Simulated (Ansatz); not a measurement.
AlPt (rock salt, space group No. 225) at seven volumes, the program Ansatz at the PBEsol level (PAW), scaled uniformly. One row is withheld.

```json
[
 {"V (Å³/atom)": "14.924", "P (GPa)": "17.28"},
 {"V (Å³/atom)": "15.416", "P (GPa)": "10.54"},
 {"V (Å³/atom)": "15.908", "P (GPa)": "4.82"},
 {"V (Å³/atom)": "16.400", "P (GPa)": "-0.01"},
 {"V (Å³/atom)": "16.892", "P (GPa)": "-4.11"},
 {"V (Å³/atom)": "17.384", "P (GPa)": "?"},
 {"V (Å³/atom)": "17.876", "P (GPa)": "-10.50"}
]
```

**Question.** Fit the shown pressures and predict the withheld one.

**Answer.** Third-order Birch–Murnaghan: P = (3/2)B₀(x^(7/2) − x^(5/2))[1 + (3/4)(B′ − 4)(x − 1)] with x = (V₀/V)^(2/3). Least squares on the six rows gives V₀ = 16.399 Å³/atom, B₀ = 148.0 GPa, B′ = 4.54. At V = 17.384, x = 0.9619 and P = -7.56 GPa. The run itself gave -7.58 GPa.

Space group Fm-3m (rock salt). The start of the workflow was typed in or built on a structure type; neither database checked (COD, Materials Project) lists it. Whether it is the stable phase at ambient conditions was not checked. The PBEsol relaxation kept the symmetry of its start; its stability against distortions is not shown here. No spin polarisation was allowed. Scalar-relativistic: spin–orbit coupling is off unless named, which matters more the heavier the elements.

Potentials: the later of the program's two PAW sets.
